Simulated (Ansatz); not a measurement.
## Fe3Ge (Pm-3m): the held moment from field and pressure

```yaml
crystal:
  lattice:
    - [3.66050, 0.00000, 0.00000]
    - [0.00000, 3.66050, 0.00000]
    - [0.00000, 0.00000, 3.66050]
  atoms:
    - { symbol: Fe, position: [0.00000, 0.50000, 0.50000] }
    - { symbol: Fe, position: [0.50000, 0.50000, 0.00000] }
    - { symbol: Fe, position: [0.50000, 0.00000, 0.50000] }
    - { symbol: Ge, position: [0.00000, 0.00000, 0.00000] }
```

The geometry is a structure from the Materials Project, held fixed and not relaxed.

Functional, mesh and filling: PBEsol, 9×9×9 k mesh, Fermi–Dirac smearing of 0.03 eV. PAW means Ansatz 0.2.0 on its default frozen-core files. Site moments are integrated in spheres about the atoms. Start moments (μB): Fe1 3, Fe2 3, Fe3 3.

The free run ends with 6.48 μB per cell. Further runs hold the cell's moment M by two Fermi levels; B is half their difference over μB, positive where the field raises M. Some of them:

| M (μB/cell) | B (T) | ΔF over the free run (meV/cell) | pressure (GPa) |
| --- | --- | --- | --- |
| 1.62 | -3510 | 1136.4 | -23.7 |
| 7.13 | 2046 | 41.5 | -7.9 |
| 8.75 | 12489 | 695.8 | 3.1 |

**Question.** Another run of the series gave B (T) = -5187, ΔF over the free run (meV/cell) = 715.1, pressure (GPa) = -21.0. Which moment was held?
A. 3.24
B. 5.51
C. 7.78
D. 4.54

**Answer.** A. M (μB/cell) = 3.24.

**Question.** Another run of the series gave B (T) = -3681, ΔF over the free run (meV/cell) = 135.3, pressure (GPa) = -15.3. Which moment was held?
A. 5.51
B. 3.24
C. 4.54
D. 7.78

**Answer.** A. M (μB/cell) = 5.51.

The whole series:

```json
{"M (μB/cell)": "1.62", "B (T)": "-3510", "ΔF over the free run (meV/cell)": "1136.4", "pressure (GPa)": "-23.7"}
{"M (μB/cell)": "3.24", "B (T)": "-5187", "ΔF over the free run (meV/cell)": "715.1", "pressure (GPa)": "-21.0"}
{"M (μB/cell)": "4.54", "B (T)": "-3800", "ΔF over the free run (meV/cell)": "349.6", "pressure (GPa)": "-18.3"}
{"M (μB/cell)": "5.51", "B (T)": "-3681", "ΔF over the free run (meV/cell)": "135.3", "pressure (GPa)": "-15.3"}
{"M (μB/cell)": "7.13", "B (T)": "2046", "ΔF over the free run (meV/cell)": "41.5", "pressure (GPa)": "-7.9"}
{"M (μB/cell)": "7.78", "B (T)": "5341", "ΔF over the free run (meV/cell)": "176.0", "pressure (GPa)": "-4.0"}
{"M (μB/cell)": "8.75", "B (T)": "12489", "ΔF over the free run (meV/cell)": "695.8", "pressure (GPa)": "3.1"}
```

The PAW files were made with PBE; the program remakes their cores once for the run's functional and then keeps them frozen. The Ansatz runs typed with the search for lower states off end where their start leads. These are results for the start and cell typed. The real compound can order otherwise, in a larger cell, or not at all, since semilocal functionals at zero temperature often overstate magnetism.
